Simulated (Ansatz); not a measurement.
CaCo₂As₂ (I4/mmm): electronic heat capacity from the density of states

All numbers below come from DFT r2SCAN, scalar-relativistic, plane waves, PAW (Ansatz 0.2.0).

Plane waves to 500 eV, a k mesh through Γ of 12×12×12 on the computed 5-atom cell and Gaussian smearing (0.10 eV); collinear spin from starting moments 0 0.93 0.93 0 0 μB.

Relaxed cell: I4/mmm, a = 4.005 Å, b = 4.005 Å, c = 10.098 Å, α = 90.00°, β = 90.00°, γ = 90.00°, 5 atoms in the primitive cell. Whether it is the stable form of this composition wasn't checked.

The density of states at the Fermi level is 2.219 states/eV in the cell of 5 atoms (1 formula unit; both spins, tetrahedra on a 18×18×18 mesh). The run ends with a moment of 1.62 μB a cell (largest on a site 0.84 μB), and the figure is for this state; a paramagnetic sample can have a quite different one. Another magnetic order, if the compound takes it, can change N(E_F) and the shape of the cell a good deal, and may open a gap, where γ is close to zero.

What Sommerfeld coefficient does this give?

Per formula unit N(E_F) = 2.219 states/eV. γ = (π²/3) k_B² N(E_F) N_A = 2.357 mJ/(mol K²) per state/eV, so γ = 5.2 mJ/(mol K²), a mole of formula units. This is the bare band result: a measured γ of the same phase and magnetic order is as a rule larger by a factor 1 + λ from phonons and spin fluctuations. N(E_F) at one energy is sensitive to the mesh where the density of states has sharp peaks.

The state reached may not be the lowest one.

Only this magnetic start was tried.

Cost: 1 run of about 6.7 core-minutes, on Oxide Virtual Turin-like Processor (Zen 5) (shared hosts).